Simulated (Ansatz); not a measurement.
Here is the system:

ZnSe (zinc blende)

```yaml
crystal:
  lattice:
    - [0.00000, 2.86650, 2.86650]
    - [2.86650, 0.00000, 2.86650]
    - [2.86650, 2.86650, 0.00000]
  atoms:
    - { symbol: Se, position: [0.75000, 0.75000, 0.75000] }
    - { symbol: Zn, position: [0.00000, 0.00000, 0.00000] }
```

In each cell atom 1 (Se, nearest neighbour Zn at 2.482 Å; its periodic images, 4.1 Å or more away, move with it) moves by s·(0.577, 0.577, 0.577) (towards the nearest neighbour), the rest being held.

Calculation: PBE (plane waves to 420 eV, PAW, scalar-relativistic; Ansatz, a first-principles code). k mesh 8×8×8 (Γ-centred), Fermi-Dirac smearing 0.05 eV. E stands for the smeared free energy. Left out: 1 of 11 points, with atoms too close for the PAW data. ZnSe was relaxed with its symmetry unable to fall. The zero of ΔE is the undisplaced structure.

The scan covers s from -0.740 to 0.592 Å in 10 points.

Q: Is this a single well or a double well?

A: A single well with its minimum at or next to zero displacement.

Q: Is the energy the same for displacements of ±0.592 Å, and if not, which side lies higher?

A: Not even: the positive side lies higher at ±0.592 Å. With its periodic images moving along, the atom's site symmetry in this cell is -43m.

Q: What force acts on the atom along the line at s = -0.740 Å?

A: 0.457 eV/Å.

Q: What is the energy change at s = 0.592 Å?

A: 2160 meV/cell.

Q: What is the force constant k = d²E/ds² of this move at s = 0?

A: 4.96 eV/Å².

(For displaced atoms, the force is minus the slope of the energy, and its curvature is a force constant, which sets phonon frequencies.)
